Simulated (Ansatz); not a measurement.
**Trial structures of La3N: starts and ends**

All numbers below come from Ansatz, DFT PBE, scalar-relativistic, plane waves, PAW. All cells share a 420 eV cutoff and Γ-centred k meshes spaced at most about 0.3 Å⁻¹ (about 0.25 or finer for metals, 2π included). No spin polarisation in the final relaxations.

Each guess was relaxed in cell and atoms at zero pressure, within the symmetry of its start. Temperature and zero-point effects are left out. Coordination counts La atoms around N (those within 1.25 times the shortest such distance or 1.15 times the sum of covalent radii; a plus sign parts nearer from farther groups).

```tsv
guess	made from	start group	V start (Å³/atom)	end group	V end (Å³/atom)	coordination at the end	gap on mesh (eV)	E over the lowest end (meV/atom)
1	random cell	Im-3m	28.7	?	?	?	?	?
2	Sr3Mg type	P6_3/mmc	34.4	P6_3/mmc	34.6	N 6	0	4
3	random cell	P6/mmm	25.9	P6/mmm (Li3N)	27.5	N 2+6	0	98
4	random cell	P4mm	31.8	P4mm	37.0	N 1+4	0	0
5	Li3Hg type	Fm-3m	30.0	Fm-3m (BiF3 (D0_3))	23.2	N 8+6	0	979
6	NbZn3 type	Pm-3m	26.1	Pm-3m (Cu3Au (L1_2))	23.5	N 12	0	719
```

Guess 1 as it starts:

```
CELL_PARAMETERS angstrom
-3.06043 3.06043 3.06043
3.06043 -3.06043 3.06043
3.06043 3.06043 -3.06043
ATOMIC_POSITIONS crystal
La 0.00000 0.50000 0.50000
La 0.50000 0.00000 0.50000
La 0.50000 0.50000 0.00000
N 0.00000 0.00000 0.00000
```

**Question.** Predict the end of this guess and its energy over the lowest end.

**Answer.** It ends in space group Im-3m (No. 229), with a = 5.839 Å, 24.9 Å³/atom and no gap. It lies 0.89 eV/atom over the lowest end, above guess 6 and below guess 5. Counting La atoms around N, this end has N 6 and the lowest (guess 4) has N 1+4.

```
La N
1.0
    -2.91937    2.91937    2.91937
     2.91937   -2.91937    2.91937
     2.91937    2.91937   -2.91937
La N
3 1
Direct
  0.00000 0.50000 0.50000
  0.50000 0.00000 0.50000
  0.50000 0.50000 0.00000
  0.00000 0.00000 0.00000
```

The zero of energy is the elements' standard structures at the same level (N₂ as a molecule); no fitted shifts are applied.

**Question.** Is the lowest end bound against the elements?

**Answer.** Yes: its formation energy is −0.23 eV/atom. Whether it is stable depends on the other phases of the system, which aren't compared here.

The k mesh leaves some 4 meV/atom of noise in the energy of each metallic cell. A magnetic state wasn't ruled out in cells without spin, among them P4mm, Im-3m, Fm-3m. Cells relaxed within their symmetry can be saddle points. A lower structure may well exist outside this small set. Some structure types and database cells were kept out of the candidates from the start, so a known form may be missing.
